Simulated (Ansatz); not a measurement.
Task: Monolayer InSe (GaSe-type, P-6m2 in the vacuum cell, 4 atoms) is relaxed with r²SCAN+D4 (plane waves, PAW; program Ansatz). What in-plane lattice and thickness result?

Result: a = 4.020 Å; 5.33 Å between the outermost nuclei.

Valence-band maximum: on the K–Γ line, 75 % of the way from K. Ionisation potential (Kohn–Sham): 6.23 eV. Electron affinity (Kohn–Sham): 4.22 eV. Electron effective mass, in the valley at Γ: 0.20 mₑ. Hole effective mass, in the valley on the K–Γ line, 75 % of the way from K: 6.6 along x, 3.0 along y (mₑ). Electron effective mass with spin–orbit coupling, in the valley at Γ: 0.19 mₑ. Gap with spin–orbit coupling: 1.99 eV. HSE06 ionisation potential: 6.48 eV. Bader charges: Se -0.77, In +0.77 e.

A layer that has been made, often on a substrate. Symmetry was held in the r²SCAN+D4 relaxation; whether a distortion lowers the energy is not shown. Spin–orbit coupling is left out wherever it is not named.

Potentials: the later of the program's two PAW sets.
